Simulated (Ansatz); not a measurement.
Simulated powder pattern, Cu Kα, λ = 1.54184 Å (kinematic, ideal powder, no thermal factors, no anomalous dispersion; the 30 strongest lines at most, above 1 %, up to 2θ = 90°):

| 2θ (°) | d (Å) | I/Imax (%) |
|---|---|---|
| 38.88 | 2.316 | 25 |
| 42.80 | 2.113 | 25 |
| 44.61 | 2.031 | 100 |
| 59.19 | 1.561 | 14 |
| 70.40 | 1.337 | 16 |
| 79.67 | 1.203 | 17 |
| 83.46 | 1.158 | 2.6 |
| 86.04 | 1.130 | 19 |
| 87.29 | 1.117 | 14 |

The pattern belongs to a structure relaxed with LDA in the plane-wave PAW code Ansatz.

**Question.** Which compound is it?
A) Rh, fcc (Cu type)
B) Gd, hcp (Mg type)
C) Os, hcp (Mg type)
D) Ru, hcp (Mg type)

**Answer.** D, Ru, hcp (Mg type)

**Question.** Give the lattice parameters.

**Answer.** a = 2.675 Å, c = 4.226 Å.

Space group P6_3/mmc (hcp (Mg type)). The cell was relaxed with LDA under the symmetry of its start. No spin polarisation was allowed. Axis ratios of metals converge slowly with the k-mesh, so a and c are less sure than the volume.

Potentials: the later of the program's two PAW sets.
